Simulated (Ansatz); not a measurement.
GaAs (zinc blende, space group No. 216), plane-wave PAW LDA (Ansatz code): ε∞ = 14.0, cell volume 43.97 Å³. Infrared-active transverse modes:

```tsv
ω_TO (cm⁻¹)	oscillator strength S_xx (e²/amu)
268.9	0.1176
```

Task: Compute the static dielectric constant.

Result: Each mode adds (4.921e7/V) S/ω²: 1.82. So ε0 = 15.8.

Task: What LO frequency does the Lyddane–Sachs–Teller relation give?

Result: ω_LO = ω_TO √(ε0/ε∞) = 286 cm⁻¹.

Space group F-43m (zinc blende). The cell was relaxed with LDA under the symmetry of its start; phonons on a q-mesh show no instability. Scalar-relativistic: spin–orbit coupling is off unless named, which matters more the heavier the elements.

Potentials: the later of the program's two PAW sets.
